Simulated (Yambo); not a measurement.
Optical response of CsScS$_{2}$O$_{8}$

```
CsScS2O8
1.0
    5.24677     0.00000     0.00000
   -2.62338     4.54384     0.00000
    0.00000     0.00000     8.87164
O S Sc Cs
8 2 1 1
Direct
  0.13768   0.36235   0.14419
  0.63765   0.77533   0.14419
  0.22467   0.86232   0.14419
  0.36235   0.13768   0.85581
  0.77533   0.63765   0.85581
  0.86232   0.22467   0.85581
  0.33333   0.66667   0.36684
  0.66667   0.33333   0.63316
  0.33333   0.66667   0.20246
  0.66667   0.33333   0.79754
  0.00000   0.00000   0.00000
  0.00000   0.00000   0.50000
```

Yambo, RPA with local fields on PBEsol bands; 3×3×2 mesh, 164 bands, 3 Ry local-field block, 0.2 eV broadening; field along z.

| E (eV) | Im ε | Re ε | Im ε, independent particles |
|---|---|---|---|
| 0.0 | 0.00 | 2.41 | 0.00 |
| 0.6 | 0.00 | 2.42 | 0.01 |
| 1.2 | 0.01 | 2.43 | 0.01 |
| 1.9 | 0.01 | 2.47 | 0.02 |
| 2.5 | 0.02 | 2.51 | 0.03 |
| 3.1 | 0.03 | 2.59 | 0.05 |
| 3.8 | 0.05 | 2.71 | 0.11 |
| 4.4 | 0.14 | 2.93 | 0.40 |
| 5.0 | 0.70 | 3.08 | 1.76 |
| 5.6 | 0.49 | 2.43 | 0.45 |
| 6.2 | 0.46 | 3.03 | 0.88 |
| 6.9 | 0.99 | 2.94 | 1.47 |
| 7.5 | 1.20 | 2.84 | 0.85 |
| 8.1 | 1.30 | 3.19 | 1.78 |
| 8.8 | 1.61 | 2.30 | 2.07 |
| 9.4 | 2.12 | 1.87 | 2.72 |
| 10.0 | 1.30 | 1.75 | 2.01 |
| 10.6 | 1.23 | 2.06 | 1.89 |
| 11.2 | 1.61 | 1.96 | 2.18 |
| 11.9 | 2.08 | 1.73 | 2.35 |
| 12.5 | 1.73 | 1.10 | 2.30 |
| 13.1 | 1.30 | 1.19 | 2.16 |
| 13.8 | 1.21 | 1.31 | 2.50 |
| 14.4 | 1.35 | 1.60 | 3.24 |
| 15.0 | 1.37 | 1.31 | 2.22 |
| 15.6 | 1.39 | 1.18 | 2.12 |
| 16.2 | 1.50 | 1.25 | 1.90 |
| 16.9 | 1.73 | 0.92 | 1.42 |
| 17.5 | 1.40 | 0.77 | 1.18 |
| 18.1 | 1.40 | 0.87 | 1.09 |
| 18.8 | 1.27 | 0.48 | 0.92 |
| 19.4 | 1.13 | 0.54 | 0.93 |
| 20.0 | 0.98 | 0.60 | 0.65 |

Peak heights and small wiggles depend on the k mesh. Convergence of the RPA response with its 3×3×2 mesh was not tested. No excitonic effects at this level.

Geometry of the Materials Project entry, not relaxed at this level.

The structure is a Materials Project entry; no match was found in the copy of COD used, and its stability was not checked.
